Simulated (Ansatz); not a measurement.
Input and command of a plane-wave DFT calculation in Ansatz:

```yaml
crystal:
  lattice:
    - [3.66050052, 0.0, 0.0]
    - [0.0, 3.66050052, 0.0]
    - [0.0, 0.0, 3.66050052]
  atoms:
    - { symbol: Fe, position: [0.0, 0.5, 0.5] }
    - { symbol: Fe, position: [0.5, 0.5, 0.0] }
    - { symbol: Fe, position: [0.5, 0.0, 0.5] }
    - { symbol: Ge, position: [0.0, 0.0, 0.0] }
basis:
  ecutwfc: 420
kpoints:
  mp_grid: { grid: [12, 12, 12] }
hamiltonian:
  xc: pbesol
scf:
  occupations: { method: gaussian, width: 0.1 }
  lower_state_search: "off"
output:
  forces: true
  stress: true
  eigenvalues: true
magnetization:
  spin_polarized: true
  initial_magnetization: 3.75
  spin_locking: { lock_magnetization: hard }
```

```bash
ansatz run input.yaml --threads 1 --pin off --max-ram 2560MiB --backend cpu --events-out ev --progress --plain --runs-dir out
```

Processor: Arm Neoverse V2, 1 thread, on a host shared with other jobs.

Estimate time, memory and problem size.

About 24 s on 1 thread of Arm Neoverse V2 (shared host), peak memory 0.49 GiB. It solves 40 bands at 84 k points (the mesh reduced by the symmetry that the task leaves, which can be less than the crystal's) with about 949 plane waves, in 12 SCF iterations.
